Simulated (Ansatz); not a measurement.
CaZn₂Ge₂:
```
CaZn2Ge2
1.0
   -2.12692     2.12692     5.29619
    2.12692    -2.12692     5.29619
    2.12692     2.12692    -5.29619
Ge Ca Zn
2 1 2
Direct
  0.38277   0.38277   0.00000
  0.61723   0.61723   0.00000
  0.00000   0.00000   0.00000
  0.75000   0.25000   0.50000
  0.25000   0.75000   0.50000
```

Relaxed with r²SCAN. Special points in fractions of this cell's reciprocal vectors: Γ (0.000, 0.000, 0.000); X (0.000, 0.000, 0.500); P (0.250, 0.250, 0.250); N (0.000, 0.500, 0.000); M (0.500, 0.500, -0.500); S (0.290, 0.710, -0.290); S0 (-0.290, 0.290, 0.290); R (-0.081, 0.081, 0.500); G (0.500, 0.500, -0.081).

List the band energies nearest the Fermi level at these points for r²SCAN with spin–orbit coupling (plane waves, PAW; program Ansatz).

In eV from the Fermi level; about four levels below and three above (degenerate sets whole), none deeper than 8.9 eV; points with the same levels are listed once.

```json
[
 {"k": "Γ", "below": "-0.72 -0.72 -0.05 -0.05", "above": "0.14 0.14 1.32 1.32"},
 {"k": "X", "below": "-3.80 -3.80 -2.42 -2.42", "above": "0.26 0.26 1.78 1.78 1.78 1.78"},
 {"k": "P", "below": "-3.15 -3.15 -3.15 -3.15 -0.44 -0.44", "above": "2.90 2.90 2.90 2.90"},
 {"k": "N", "below": "-1.48 -1.48 -0.22 -0.22", "above": "0.14 0.14 1.29 1.29"},
 {"k": "M", "below": "-1.57 -1.57 -1.15 -1.15", "above": "0.20 0.20 0.26 0.26"},
 {"k": "S", "below": "-2.60 -2.60 -2.26 -2.26", "above": "0.29 0.29 0.87 0.87"},
 {"k": "R", "below": "-3.49 -3.49 -2.29 -2.29", "above": "0.27 0.27 1.80 1.80"}
]
```

Space group I4/mmm. The workflow started from an entry of the Crystallography Open Database (COD). Its standing as an ambient phase is unchecked. The r²SCAN relaxation kept the symmetry of its start; whether a distortion lowers the energy is not shown.

Potentials: the later of the program's two PAW sets.
